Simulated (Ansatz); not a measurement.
CaO (rock salt)

```yaml
crystal:
  lattice:
    - [0.00000, 2.39740, 2.39740]
    - [2.39740, 0.00000, 2.39740]
    - [2.39740, 2.39740, 0.00000]
  atoms:
    - { symbol: O, position: [0.00000, 0.00000, 0.00000] }
    - { symbol: Ca, position: [0.50000, 0.50000, 0.50000] }
```

The slice is a {100} plane (indices of the conventional cell) through the point (0.000, 0.000, 0.000) (fractional), spanned by u = [100] and v = [0 1 -1] in vectors of this cell: u (3.39 Å) and v (3.39 Å, at 90° to u). It covers one period; positions are fractions (u, v).

These are r2SCAN (plane waves to 500 eV, PAW, scalar-relativistic; Ansatz, an electronic-structure program) values and carry that method's errors. k mesh 12×12×12. Inside the PAW spheres the values are not all-electron values, and peaks at nuclei hang on which shells count as valence. CaO was relaxed with its symmetry unable to fall.

Three fields on this plane, each scaled to ten steps between its own extremes (0 low, 9 high; the total valence density on a logarithmic scale, the potential cut 8 eV below its top; x marks points blanked near nuclei; v = 0 in the bottom row):

Map A
```
|xxxxxxxxxx9741000001479xxxxxxxxx|
|xxxxxxxxxx8521000001258xxxxxxxxx|
|xxxxxxxxx963100000001369xxxxxxxx|
|xxxxxxxxx741000000000147xxxxxxxx|
|xxxxxxxxx410000000000014xxxxxxxx|
|xxxxxxxx41000122322100014xxxxxxx|
|xxxxxxx4100124xxxxx4210014xxxxxx|
|xxxxxx41001xxxxxxxxxxx10014xxxxx|
|xxx9741001xxxxxxxxxxxxx1001479xx|
|998641001xxxxxxxxxxxxxxx10014689|
|77531001xxxxxxxxxxxxxxxxx1001357|
|44210002xxxxxxxxxxxxxxxxx2000124|
|21100014xxxxxxxxxxxxxxxxx4100011|
|0000002xxxxxxxxxxxxxxxxxxx200000|
|0000003xxxxxxxxxxxxxxxxxxx300000|
|0000003xxxxxxxxxxxxxxxxxxx300000|
|0000003xxxxxxxxxxxxxxxxxxx300000|
|0000002xxxxxxxxxxxxxxxxxxx200000|
|21100014xxxxxxxxxxxxxxxxx4100011|
|44210002xxxxxxxxxxxxxxxxx2000124|
|77531001xxxxxxxxxxxxxxxxx1001357|
|998641001xxxxxxxxxxxxxxx10014689|
|xxx9741001xxxxxxxxxxxxx1001479xx|
|xxxxxx41001xxxxxxxxxxx10014xxxxx|
|xxxxxxx4100124xxxxx4210014xxxxxx|
|xxxxxxxx41000122322100014xxxxxxx|
|xxxxxxxxx410000000000014xxxxxxxx|
|xxxxxxxxx741000000000147xxxxxxxx|
|xxxxxxxxx963100000001369xxxxxxxx|
|xxxxxxxxxx8521000001258xxxxxxxxx|
|xxxxxxxxxx9741000001479xxxxxxxxx|
|xxxxxxxxxx9742000002479xxxxxxxxx|
```

Map B
```
|xxxxxxxxxx9998877788999xxxxxxxxx|
|xxxxxxxxxx9988777778899xxxxxxxxx|
|xxxxxxxxx998776666677899xxxxxxxx|
|xxxxxxxxx887655444556788xxxxxxxx|
|xxxxxxxxx765432222234567xxxxxxxx|
|xxxxxxxx76532100000123567xxxxxxx|
|xxxxxxx7643100xxxxx0013467xxxxxx|
|xxxxxx76420xxxxxxxxxxx02467xxxxx|
|xxx9876420xxxxxxxxxxxxx0246789xx|
|999886530xxxxxxxxxxxxxxx03568899|
|99987531xxxxxxxxxxxxxxxxx1357899|
|99876420xxxxxxxxxxxxxxxxx0246789|
|88875310xxxxxxxxxxxxxxxxx0135788|
|8876520xxxxxxxxxxxxxxxxxxx025678|
|8776420xxxxxxxxxxxxxxxxxxx024677|
|7776420xxxxxxxxxxxxxxxxxxx024677|
|8776420xxxxxxxxxxxxxxxxxxx024677|
|8876520xxxxxxxxxxxxxxxxxxx025678|
|88875310xxxxxxxxxxxxxxxxx0135788|
|99876420xxxxxxxxxxxxxxxxx0246789|
|99987531xxxxxxxxxxxxxxxxx1357899|
|999886530xxxxxxxxxxxxxxx03568899|
|xxx9876420xxxxxxxxxxxxx0246789xx|
|xxxxxx76420xxxxxxxxxxx02467xxxxx|
|xxxxxxx7643100xxxxx0013467xxxxxx|
|xxxxxxxx76532100000123567xxxxxxx|
|xxxxxxxxx765432222234567xxxxxxxx|
|xxxxxxxxx887655444556788xxxxxxxx|
|xxxxxxxxx998776666677899xxxxxxxx|
|xxxxxxxxxx9988777778899xxxxxxxxx|
|xxxxxxxxxx9998877788999xxxxxxxxx|
|xxxxxxxxxx9998887888999xxxxxxxxx|
```

Map C
```
|xxxxxxxxxx8642100012468xxxxxxxxx|
|xxxxxxxxxx8642100012468xxxxxxxxx|
|xxxxxxxxx975421111124579xxxxxxxx|
|xxxxxxxxx975433222334579xxxxxxxx|
|xxxxxxxxx865544444445568xxxxxxxx|
|xxxxxxxx97766777777766779xxxxxxx|
|xxxxxxx9877899xxxxx9987789xxxxxx|
|xxxxxx98889xxxxxxxxxxx98889xxxxx|
|xxx9987789xxxxxxxxxxxxx9877899xx|
|888776779xxxxxxxxxxxxxxx97767788|
|66655568xxxxxxxxxxxxxxxxx8655566|
|44444569xxxxxxxxxxxxxxxxx9654444|
|22223479xxxxxxxxxxxxxxxxx9743222|
|1111247xxxxxxxxxxxxxxxxxxx742111|
|0001247xxxxxxxxxxxxxxxxxxx742100|
|0001247xxxxxxxxxxxxxxxxxxx742100|
|0001247xxxxxxxxxxxxxxxxxxx742100|
|1111247xxxxxxxxxxxxxxxxxxx742111|
|22223479xxxxxxxxxxxxxxxxx9743222|
|44444569xxxxxxxxxxxxxxxxx9654444|
|66655568xxxxxxxxxxxxxxxxx8655566|
|888776779xxxxxxxxxxxxxxx97767788|
|xxx9987789xxxxxxxxxxxxx9877899xx|
|xxxxxx98889xxxxxxxxxxx98889xxxxx|
|xxxxxxx9877899xxxxx9987789xxxxxx|
|xxxxxxxx97766777777766779xxxxxxx|
|xxxxxxxxx865544444445568xxxxxxxx|
|xxxxxxxxx975433222334579xxxxxxxx|
|xxxxxxxxx975421111124579xxxxxxxx|
|xxxxxxxxxx8642100012468xxxxxxxxx|
|xxxxxxxxxx8642100012468xxxxxxxxx|
|xxxxxxxxxx8642100012468xxxxxxxxx|
```

Task: Assign the maps to these fields: electron localisation function (ELF); valence electron density; electrostatic potential energy of an electron, from the cell's mean.

Result: A is the electron localisation function (ELF); B is the electrostatic potential energy of an electron, from the cell's mean; C is the valence electron density.
